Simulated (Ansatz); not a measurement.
Trial structure of Si2P3, not yet relaxed:

```
Si P
1.0
     2.65971   -2.58759    0.00000
     2.65971    2.58759    0.00000
    -1.35113    0.00000    5.32193
Si P
2 3
Direct
  0.19130 0.19130 0.79890
  0.80870 0.80870 0.20110
  0.70110 0.70110 0.73850
  0.29890 0.29890 0.26150
  0.50000 0.50000 0.50000
```

The calculation used DFT PBE, scalar-relativistic, plane waves, PAW (Ansatz). Cutoff 420 eV; k points 6×6×4 on the computed 5-atom cell (Γ-centred); Gaussian smearing, width 0.10 eV; no spin polarisation.

Energies over the elements count from the elements' standard structures at the same level, with no fitted energy shifts. The references include black phosphorus.

Problem. Estimate its pressure, forces and energy as it stands.

Solution. The pressure is 101.7 GPa (the mean over three directions, positive in compression), the largest force is 46.02 eV/Å, and the energy is +4.32 eV/atom against the elements. The shortest distance is 1.47 Å, so close that the PAW spheres overlap strongly and these values are rough.

Problem. How much does it gain on relaxing, and where does it end?

Solution. Relaxing gains about 4.1 eV/atom (the start's value is from the coarse mesh, so the gain is rough) in 22 ionic steps and ends at +0.24 eV/atom on the finer mesh. The symmetry stays C2/m (No. 12). The volume per atom grows by 9.9 %, from 14.7 to 16.1 Å³. The shortest distance goes from 1.47 Å (P–P) to 2.30 Å (Si–P). Conventional cell: a = 5.250 Å, b = 4.855 Å, c = 6.317 Å, β = 90.2°. Si has 5 P at 2.30–2.49 Å; P on a site of symmetry m is surrounded by 1 Si at 2.30 Å, 1 P at 2.43 Å and 3 Si at 2.45–2.49 Å; P on a site of symmetry 2/m is surrounded by 2 Si at 2.41 Å and 2 P at 2.43 Å.

The last run used a 10×10×6 mesh (in the run's order of axes) for its 5-atom cell and Gaussian smearing of 0.10 eV. An odd number of electrons in the primitive cell allows no gap without spin; a larger cell or a magnetic state could open one. The cell is a metal run without spin; a magnetic state may lie lower. The reference form of P is held partly by dispersion forces, which this level lacks. The relaxation can't lower the symmetry of the start. Symmetry constrained the relaxation, so the result can be a saddle point. Another cell of Si2P3 relaxed alike, in R-3m, lies 0.32 eV/atom lower, so this cell isn't the stable form at this level.
